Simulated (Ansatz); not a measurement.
The start is a generated cell, BN built in the zincblende structure type. The structure is fully relaxed (lattice and positions, P = 0) with PBE (plane waves to 420 eV, PAW, scalar-relativistic; Ansatz, a first-principles code). First-step values are on the input's coarse k-mesh.

Ansatz input (later rounds restart from its end on a renewed k-mesh):
Ansatz 0.2 input:
```yaml
crystal:
  lattice:
    - [0, 1.86242, 1.86242]
    - [1.86242, 0, 1.86242]
    - [1.86242, 1.86242, 0]
  atoms:
    - { symbol: N, position: [0.75, 0.75, 0.75] }
    - { symbol: B, position: [0, 0, 0] }
basis: { ecutwfc: 420, ecutrho_ratio: 4, xc_grid: 2, fft_grid_basis: typed }
kpoints: { mp_grid: { grid: [11, 11, 11] } }
hamiltonian:
  xc: pbe
  dispersion: none
  pseudopotentials: { kind: paw }
scf: { occupations: { method: fermi_dirac, width: 0.05 } }
relax: { f_tol: 0.01, max_steps: 100, cell: { stress_tol: 0.02 } }
output: { forces: true, stress: true }
```

Task: What pressure does the first self-consistent step give?

Result: -26.1 GPa (negative: the cell is under tension).

Task: By how much does the energy per atom fall from start to end?

Result: 0.044 eV/atom.

Task: How does the volume per atom move from start to end?

Result: -7.8 %, from 6.46 to 5.95 Å³/atom.

Task: How do the shortest distances between atoms change?

Result: The closest pairs of elements (up to four, under 3.6 Å), start → end: B–N 1.61 → 1.57 Å; N–N 2.63 → 2.56 Å; B–B 2.63 → 2.56 Å.

Task: Is the relaxed structure metallic? Give its gap.

Result: 4.46 eV, indirect (valence top at Γ, conduction bottom at X) (no spin-orbit coupling).

The space group stays F-43m (No. 216) (the run could not lower it); the end is zinc blende type, with 2 atoms in the primitive cell. Final values are on a 16×16×16 k-mesh of the relaxed cell. No spin polarisation in the result.

The run could not lose the symmetry of its start.

All atoms sit on sites fixed by symmetry, so only the cell could relax.
